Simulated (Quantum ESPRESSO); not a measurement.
## Band energies of WS2

```
CELL_PARAMETERS angstrom
      1.57864     0.91143     6.03780
     -1.57864     0.91143     6.03780
      0.00000    -1.82285     6.03780
ATOMIC_POSITIONS crystal
  S  0.57913 0.57913 0.57913
  S  0.75282 0.75282 0.75282
  W  0.99935 0.99935 0.99935
```

PBEsol (pw.x of Quantum ESPRESSO, ONCV potentials, with spin-orbit coupling); path ΓLB1,BZΓX,QFP1Z,LP; energies in eV from the valence-band maximum.

```
k (1/Å)  point  band 26  band 27  band 28  band 29  band 30  band 31  band 32  band 33
-------  -----  -------  -------  -------  -------  -------  -------  -------  -------
0.00         Γ    -1.36     2.01     2.01     2.12     2.12     2.45     2.45     2.50
0.32              -1.23     1.57     1.58     2.15     2.15     2.21     2.26     2.64
0.74              -1.95     1.41     1.45     1.97     1.97     3.19     3.20     3.51
1.16         L    -1.69     2.12     2.12     2.51     2.51     3.53     3.53     3.73
1.64              -0.83     1.35     1.50     2.29     2.49     2.94     3.30     4.42
1.89        B1    -0.57     1.14     1.19     2.28     2.48     3.25     3.68     4.64
1.89         B    -0.57     1.14     1.19     2.28     2.48     3.25     3.68     4.64
2.31              -1.52     1.79     2.13     2.25     2.37     2.46     2.69     4.24
2.73              -0.99     1.59     1.75     1.88     2.02     2.29     2.45     3.12
3.15         Z     0.00     2.08     2.08     2.15     2.15     2.32     2.32     2.42
3.67         Γ    -1.36     2.01     2.01     2.12     2.12     2.45     2.45     2.50
3.96              -1.26     1.61     1.70     1.99     2.10     2.19     2.33     2.55
4.35              -1.50     0.75     0.92     2.08     2.09     2.54     2.60     3.96
4.74              -1.03     1.34     1.37     2.38     2.54     2.75     2.82     4.59
5.03         X    -0.55     1.11     1.15     2.30     2.48     3.21     3.62     4.70
5.03         Q    -0.55     1.11     1.15     2.30     2.48     3.21     3.62     4.70
5.45              -1.13     1.95     2.20     2.47     2.90     3.46     3.50     3.72
5.66         F    -1.62     2.07     2.07     2.63     2.63     3.16     3.16     4.35
5.66        P1    -1.62     2.07     2.09     2.61     2.75     3.06     3.29     4.16
6.03              -1.88     1.72     1.73     2.24     2.35     2.72     2.81     3.86
6.39              -0.82     1.81     1.82     2.01     2.05     2.30     2.30     2.96
6.76         Z     0.00     2.08     2.08     2.15     2.15     2.32     2.32     2.42
6.76         L    -1.69     2.12     2.12     2.51     2.51     3.53     3.53     3.73
7.11         P    -1.62     2.07     2.09     2.61     2.75     3.06     3.29     4.16
```

The PBEsol gap is indirect, 0.75 eV, from Z to 57 % of the way from Γ to X; the smallest direct gap is 1.66 eV.

Geometry relaxed with PBE+D3(BJ).

This is not the ordinary phase of the substance.
